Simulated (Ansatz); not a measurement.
Be₂C (fluorite or antifluorite type, space group No. 225), PBEsol in the plane-wave PAW code Ansatz. The conduction-band minimum lies at X, with 3 equivalent valleys. Second derivatives d²E/dk² of the lowest band at one valley (eV·Å²), along Cartesian directions:

| direction | d²E/dk² |
|---|---|
| [100] | 10.94 |
| [010] | 33.15 |
| [001] | 33.15 |
| [110] | 22.04 |
| [101] | 22.04 |
| [011] | 33.13 |

**Question.** Find the principal effective masses, the density-of-states mass and the conductivity mass.

**Answer.** Off-diagonal terms follow from H_xy = H[110] − (H_xx + H_yy)/2, and m*/mₑ = 7.620 eV·Å² over each eigenvalue: 0.23, 0.23, 0.70. One valley's DOS mass (m₁m₂m₃)^(1/3) = 0.33, conductivity mass 3/(Σ 1/mᵢ) = 0.30 mₑ.

**Question.** What effective density of states Nc follows at 300 K for parabolic valleys?

**Answer.** Nc = 2.509e19 × 3 × (0.33)^(3/2) ≈ 1.4e19 cm⁻³.

Space group Fm-3m (fluorite or antifluorite type). The PBEsol relaxation kept the symmetry of its start.

Potentials: the later of the program's two PAW sets.

Edges and masses are those of Kohn–Sham bands, whose gap is no quasiparticle gap.
